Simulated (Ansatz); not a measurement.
Al:
Space group P-3m1 (No. 164); a = b = 2.827 Å, c = 25.328 Å, α = β = 90.00°, γ = 120.00°

```csv
atom,site,symmetry,x,y,z
Al,2d,3m.,0.6667,0.3333,0.1373
Al,2d,3m.,0.3333,0.6667,0.0460
Al,2c,3m.,0.0000,0.0000,0.2278
Al,2d,3m.,0.3333,0.6667,0.3186
Al,2d,3m.,0.6667,0.3333,0.4093
Al,1b,-3m.,0.0000,0.0000,0.5000
```

Relaxed at zero pressure with DFT-r²SCAN in the program Ansatz with PAW potentials.

Question: The volume is lowered by 6 % and shape and atoms relax at that volume. What pressure results, and how do the axes share the change?

Answer: 6.5 GPa; a -2.1 %, b -2.1 %, c -2.0 %; the energy rises by 18 meV/atom.

Question: Give the new structure.

Answer: 
Space group P-3m1 (No. 164); a = b = 2.7689 Å, c = 24.8198 Å, α = β = 90.00°, γ = 120.00°

```json
[
 {"atom": "Al", "site": "2d", "symmetry": "3m.", "x": "0.6667", "y": "0.3333", "z": "0.1371"},
 {"atom": "Al", "site": "2d", "symmetry": "3m.", "x": "0.3333", "y": "0.6667", "z": "0.0458"},
 {"atom": "Al", "site": "2c", "symmetry": "3m.", "x": "0.0000", "y": "0.0000", "z": "0.2277"},
 {"atom": "Al", "site": "2d", "symmetry": "3m.", "x": "0.3333", "y": "0.6667", "z": "0.3184"},
 {"atom": "Al", "site": "2d", "symmetry": "3m.", "x": "0.6667", "y": "0.3333", "z": "0.4092"},
 {"atom": "Al", "site": "1b", "symmetry": "-3m.", "x": "0.0000", "y": "0.0000", "z": "0.5000"}
]
```

The phase is kept; no other phase was compared at this pressure.

The start of the workflow was typed in or built on a structure type; neither database checked (COD, Materials Project) lists it. It is not the phase usual at ambient conditions (space group No. 225). The cell was relaxed with r²SCAN under the symmetry of its start; its stability against distortions is not shown here. Axis ratios of metals converge slowly with the k-mesh, so a and c are less sure than the volume.

Potentials: the earlier of the program's two PAW sets.
